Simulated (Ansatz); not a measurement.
**TiC (rock salt): energy against volume**

TiC (rock salt)

```yaml
crystal:
  lattice:
    - [0.00000, 2.16633, 2.16633]
    - [2.16633, 0.00000, 2.16633]
    - [2.16633, 2.16633, 0.00000]
  atoms:
    - { symbol: C, position: [0.00000, 0.00000, 0.00000] }
    - { symbol: Ti, position: [0.50000, 0.50000, 0.50000] }
```

Equation-of-state scan: isotropic scaling of the cell above, V₀ being its volume. Symmetry pins the atoms to their sites.

Calculation: PBE (plane waves to 420 eV, PAW, scalar-relativistic; Ansatz, a quantum-chemistry and plane-wave program). k mesh 18×18×18 (Γ-centred), Fermi-Dirac smearing 0.05 eV. The energy includes the smearing's −TS. Stress and pressure are positive under compression. The PAW data are Ansatz's earlier set. TiC is run without spin polarisation. TiC was relaxed with its symmetry unable to fall. The zero of ΔE is the relaxed starting cell.

```tsv
V (Å³/atom)	ΔE (meV/atom)	P (GPa)
9.150	95	32.6
9.319	64	25.9
9.489	40	19.8
9.658	22	14.2
9.828	9	9.1
9.997	2	4.3
10.167	0	0.0
10.336	2	-4.0
10.505	8	-7.7
10.675	18	-11.1
10.844	32	-14.2
11.014	48	-17.0
11.183	68	-19.7
```

Key numbers:

* **Pressure at the smallest volume**: 32.6 GPa
* **Energy cost of the largest compression**: 95 meV/atom
* **Energy cost of the largest expansion**: 68 meV/atom
* **Bulk modulus B₀ (third-order Birch-Murnaghan fit)**: 250 GPa
* **Pressure derivative B₀′ (fit)**: 4.0
* **Equilibrium volume of the fit**: 10.17 Å³/atom
* **Pressure for 5 % compression (fit)**: 14.2 GPa

The 13 points together took very roughly 50 core-seconds.

(A scan under strain: stresses follow from slopes of the energy per volume, elastic moduli from its curvatures.)
